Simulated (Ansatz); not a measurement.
## One relaxed cell of LiCl at several levels

A database entry relaxed whole under r2SCAN at zero pressure (Fm-3m, No. 225):

```yaml
crystal:
  lattice:
    - [0.00000, 2.55593, 2.55593]
    - [2.55593, 0.00000, 2.55593]
    - [2.55593, 2.55593, 0.00000]
  atoms:
    - { symbol: Li, position: [0.00000, 0.00000, 0.00000] }
    - { symbol: Cl, position: [0.50000, 0.50000, 0.50000] }
```

Its volume is 16.70 Å³ an atom, -1.0 % against the entry's 16.87, which is old or was flagged in a check.

Single points on this cell with plane-wave PAW DFT (Ansatz 0.2.0; r2SCAN 500 eV, hybrids 420 eV; fermi-dirac occupations of width 0.020 eV; no moments): r2SCAN on a 10×10×10 Γ-centred mesh; HSE06 on a 8×8×8 Γ-centred mesh; PBE0 on a 8×8×8 Γ-centred mesh.

Task: How do gap, pressure and charges move from level to level?

Result: The runs give:

```json
{"level": "r2SCAN", "gap (eV), or kind": "7.29", "pressure (GPa)": "0.0", "Bader charge of Li (e)": "+0.91", "Bader charge of Cl (e)": "-0.91"}
{"level": "HSE06", "gap (eV), or kind": "7.79", "pressure (GPa)": "0.1", "Bader charge of Li (e)": "+0.91", "Bader charge of Cl (e)": "-0.91"}
{"level": "PBE0", "gap (eV), or kind": "8.51", "pressure (GPa)": "0.0", "Bader charge of Li (e)": "+0.91", "Bader charge of Cl (e)": "-0.91"}
```

Under r2SCAN the gap is 7.29 eV, over mesh and band path. HSE06 moves it by +0.50 eV and PBE0 by +1.21 eV; PBE0 keeps its exact exchange at long range, which widens the gap over HSE06's by 0.72 eV on their common mesh.

Caveats: the relaxation kept the start's symmetry; HSE06 is read on its mesh and at the zone's corners, PBE0 on its mesh alone; hybrid pressures are good to a few tenths of a GPa; pressure is positive in compression.
